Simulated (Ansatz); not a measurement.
CuI:
```cif
data_Cu4I4
_chemical_formula_sum 'Cu4 I4'
_space_group_name_H-M_alt 'Cmcm'
_space_group_IT_number 63
_space_group_name_Hall '-C 2c 2'
_cell_length_a 7.18732
_cell_length_b 7.26693
_cell_length_c 4.31211
_cell_angle_alpha 90.000
_cell_angle_beta 90.000
_cell_angle_gamma 90.000
loop_
_atom_site_label
_atom_site_type_symbol
_atom_site_symmetry_multiplicity
_atom_site_Wyckoff_symbol
_atom_site_fract_x
_atom_site_fract_y
_atom_site_fract_z
_atom_site_occupancy
Cu1 Cu 4 c 0.00000 0.41756 0.25000 1
I1 I 4 c 0.00000 0.22495 0.75000 1
```
(The calculation used a cell of 4 atoms; values per cell refer to that cell.)

Relaxed with r²SCAN+D4.

Task: Tabulate the valence density and the electron localisation function along the shortest Cu–Cu contact (2.47 Å), plane-wave PAW r²SCAN+D4 (Ansatz code).

Result: 

```tsv
distance from Cu (Å)	density (e/Å³)	ELF
0.25	39.15	0.80
0.37	19.86	0.58
0.49	8.62	0.37
0.62	3.58	0.25
0.74	1.54	0.20
0.86	0.72	0.18
0.99	0.42	0.18
1.11	0.34	0.20
1.23	0.30	0.22
1.36	0.34	0.20
1.48	0.42	0.18
1.60	0.72	0.18
1.73	1.54	0.20
1.85	3.58	0.25
1.97	8.62	0.37
2.10	19.86	0.58
2.22	39.15	0.80
```

The density is the valence pseudo-density with augmentation charge, so density and ELF within about 1 Å of a nucleus are not all-electron values.

The workflow started from a Materials Project entry (that database holds measured and hypothetical structures alike); the Crystallography Open Database copy checked does not list it. It is not the phase usual at ambient conditions (space group No. 216). The cell was relaxed with r²SCAN+D4 under the symmetry of its start; its stability against distortions is not shown here. The run is not spin-polarised. Spin–orbit coupling is left out wherever it is not named.

Potentials: the later of the program's two PAW sets.
